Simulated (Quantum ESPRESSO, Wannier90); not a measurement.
## PbS (R3m): Wannier90 run

```yaml
crystal:
  lattice:
    - [2.11266, 1.21974, 3.45192]
    - [-2.11266, 1.21974, 3.45192]
    - [0.00000, -2.43949, 3.45192]
  atoms:
    - { symbol: Pb, position: [0.01943, 0.01943, 0.01943] }
    - { symbol: S, position: [0.52496, 0.52496, 0.52496] }
```

Cell from Materials Project (mp-1057015), symmetrised, no further relaxation. Not found in the COD (Crystallography Open Database) copy used, which has the formula in other groups; not checked further. Computed values, not measurements, from LDA: Quantum ESPRESSO (norm-conserving PseudoDojo potentials, cutoff 45 Ry, no spin polarisation, no spin-orbit coupling) on a Γ-centred 8×8×8 mesh, then Wannier90. Density: 10×10×10 mesh, Gaussian smearing 0.01 Ry. Spin-orbit coupling is left out although heavy elements are present.

Functional, cutoff and mesh named above are those of the base row (45); the first column says what each row takes instead. Model: 5 functions from bands 6-10, start SCDM (isolated) (the valence bands). Energies are relative to the valence-band maximum; the misfit is to pw.x on a path, for all bands of the set. Only the plane-wave cutoff changes (density cutoff four times as high). Ω_total can sit in another minimum from row to row; Ω_I of an isolated set cannot. A star marks runs that hit the step limit.

```json
[
 {"ecutwfc (Ry)": "23", "Ω_I (Å²)": "11.33", "Ω_total (Å²)": "12.72", "rms misfit (meV)": "7.3", "gap (eV)": "0.507", "ΔE to highest cutoff (meV/atom)": "14506.6", "plane waves a k-point, about (cost)": "670", "rough cost of nscf and overlaps (first row = 1)": "1.0"},
 {"ecutwfc (Ry)": "28", "Ω_I (Å²)": "11.36", "Ω_total (Å²)": "12.78*", "rms misfit (meV)": "7.3", "gap (eV)": "…", "ΔE to highest cutoff (meV/atom)": "…", "plane waves a k-point, about (cost)": "900", "rough cost of nscf and overlaps (first row = 1)": "1.8"},
 {"ecutwfc (Ry)": "34", "Ω_I (Å²)": "11.36", "Ω_total (Å²)": "12.78", "rms misfit (meV)": "7.3", "gap (eV)": "0.343", "ΔE to highest cutoff (meV/atom)": "1009.0", "plane waves a k-point, about (cost)": "1200", "rough cost of nscf and overlaps (first row = 1)": "1.9"},
 {"ecutwfc (Ry)": "45", "Ω_I (Å²)": "11.37", "Ω_total (Å²)": "12.79", "rms misfit (meV)": "7.2", "gap (eV)": "0.336", "ΔE to highest cutoff (meV/atom)": "18.3", "plane waves a k-point, about (cost)": "1800", "rough cost of nscf and overlaps (first row = 1)": "4"},
 {"ecutwfc (Ry)": "56", "Ω_I (Å²)": "11.37", "Ω_total (Å²)": "12.79", "rms misfit (meV)": "7.2", "gap (eV)": "0.336", "ΔE to highest cutoff (meV/atom)": "0.3", "plane waves a k-point, about (cost)": "2500", "rough cost of nscf and overlaps (first row = 1)": "4"},
 {"ecutwfc (Ry)": "70", "Ω_I (Å²)": "11.37", "Ω_total (Å²)": "12.79", "rms misfit (meV)": "7.3", "gap (eV)": "0.336", "ΔE to highest cutoff (meV/atom)": "0.0", "plane waves a k-point, about (cost)": "3600", "rough cost of nscf and overlaps (first row = 1)": "7"}
]
```

Q: Complete the blanks.

A: 
- 28, gap (eV): 0.384
- 28, ΔE to highest cutoff (meV/atom): 4851.5
